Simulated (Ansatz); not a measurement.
BN:
```cif
data_B2N2
_chemical_formula_sum 'B2 N2'
_space_group_name_H-M_alt 'P 1'
_space_group_IT_number 1
_cell_length_a 2.50011
_cell_length_b 2.50011
_cell_length_c 4.02234
_cell_angle_alpha 90.000
_cell_angle_beta 90.000
_cell_angle_gamma 120.000
loop_
_space_group_symop_operation_xyz
  'x, y, z'
loop_
_atom_site_label
_atom_site_type_symbol
_atom_site_fract_x
_atom_site_fract_y
_atom_site_fract_z
_atom_site_occupancy
B1 B 0.00000 0.00000 0.00000 1
B2 B 0.00000 0.00000 0.50000 1
N1 N 0.33333 0.66667 0.25000 1
N2 N 0.66667 0.33333 0.75000 1
```

Relaxed with PBE.

### Question
Give the optical modes at the zone centre with their infrared and Raman activity from DFPT, the program Ansatz at the PBE level (PAW).

### Answer
Transverse frequencies, without the LO–TO term; a row sums one degenerate level.

| ω (cm⁻¹) | degeneracy | IR ((D/Å)²/amu) | Raman (Å⁴/amu) | activity | symmetry |
|---|---|---|---|---|---|
| 754i | 1 | 121.62 | 0 | IR | A2u |
| 532i | 2 | 0.00 | 0 | silent | E2u |
| 124i | 2 | 173.31 | 0 | IR | E1u |
| 586 | 2 | 0.00 | 7.9 | Raman | E2g |
| 873 | 1 | 0.00 | 0 | silent | B1g |
| 1098 | 1 | 0.00 | 0 | silent | B2u |

### Question
How high does the top mode go among those that the LO–TO term moves?

### Answer
1012 cm⁻¹ for q along x, 1012 cm⁻¹ for q along y, 841 cm⁻¹ for q along z.

Space group P6_3/mmc (NiAs type). The cell is a constructed one: a structure type filled with these elements. Its sites differ from those of the usual phase in this space group: another stacking or structure type. Symmetry was held in the PBE relaxation. At this level the phase is dynamically unstable (imaginary phonons). Its formation energy is positive at this level, so the cell may be metastable or incomplete.

Potentials: the later of the program's two PAW sets.
